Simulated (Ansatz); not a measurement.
SrCd (CsCl type, Pm-3m) under volume change, plane-wave PAW PBEsol (Ansatz code), scaled uniformly.

| V (Å³/atom) | E − E(relaxed) (meV/atom) | P (GPa) |
|---|---|---|
| 28.686 | 25.9 | 3.19 |
| 29.631 | … | … |
| 30.577 | 2.6 | 0.89 |
| 31.523 | 0.0 | 0.00 |
| 32.468 | 2.3 | -0.77 |
| 33.414 | … | … |
| 34.360 | 19.0 | -1.99 |

### Question
What belongs in the gaps?

### Answer

- 33.414, E − E(relaxed) (meV/atom): 8.8
- 33.414, P (GPa): -1.43
- 29.631, E − E(relaxed) (meV/atom): 10.9
- 29.631, P (GPa): 1.94

### Question
What does a third-order Birch–Murnaghan fit give for V₀, B₀ and B′?

### Answer
V₀ = 31.52 Å³/atom, B₀ = 27.7 GPa, B′ = 4.2.

The workflow started from an entry of the Crystallography Open Database (COD). Its standing as an ambient phase is unchecked. Symmetry was held in the PBEsol relaxation; of distortions, only those at the zone centre were tested. Scalar-relativistic: spin–orbit coupling is off unless named, which matters more the heavier the elements.

Potentials: the later of the program's two PAW sets.
